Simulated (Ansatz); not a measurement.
**What moves the field gradients of I?**

Cell of run 1: a structure deposited in the COD, taken as it stands.

```xyz
4
Lattice="3.6275 -2.3975 0.0000 3.6275 2.3975 0.0000 0.0000 0.0000 9.7800" Properties=species:S:1:pos:R:3 pbc="T T T"
I     3.6275   -1.6783    1.1443
I     3.6275   -0.7193    6.0343
I     3.6275    1.6783    8.6357
I     3.6275    0.7193    3.7457
```

Sites (sets of like atoms) are named by element and the number of their first atom in this list.

Relaxed positions (PBE, cell held):

```
CELL_PARAMETERS angstrom
3.62750 -2.39750 0.00000
3.62750 2.39750 0.00000
0.00000 0.00000 9.78000
ATOMIC_POSITIONS crystal
I 0.84609 0.15391 0.12160
I 0.65391 0.34609 0.62160
I 0.15391 0.84609 0.87840
I 0.34609 0.65391 0.37840
```

All runs are DFT with Ansatz 0.2.0 (plane waves and PAW, scalar-relativistic unless spin–orbit coupling is named, Γ-centred meshes, Fermi–Dirac smearing where given) in this cell.

Run 1: PBE, atoms as given; 420 eV, 8×8×4 k-points, smearing 0.05 eV.
Run 2: PBE, atoms relaxed; 420 eV, 8×8×4 k-points, smearing 0.05 eV.
Run 3: r2SCAN, at the relaxed atoms; 500 eV, 8×8×4 k-points, smearing 0.05 eV.
Run 4: PBE with spin–orbit coupling, at the relaxed atoms; 420 eV, 8×8×4 k-points, smearing 0.05 eV.

```csv
run,I V_zz (η)
1,121.0 (0.28)
2,116.9 (0.36)
3,?
4,112.4 (0.35)
```

V_zz in 10²¹ V/m².

**Question.** Estimate the row of run 3.

**Answer.** I: 119.9 (0.31). It lies nearest to run 1, from whose tensors on these sites it differs by 2.47 at most (largest principal value of the difference, on I). Taken one at a time, the positions of the atoms (as given or relaxed) move the tensors on these sites by up to 6.05 (largest principal value of the change, on I), spin–orbit coupling by 4.53 (I), the functional (r2SCAN with its higher cutoff) by 3.62 (I).

With these PAW files V_zz is typically within 2 to 3 % of all-electron values, but misses above 10 % occur on I. In run 1 the atoms aren't at the calculated equilibrium (largest force 0.64 eV/Å).
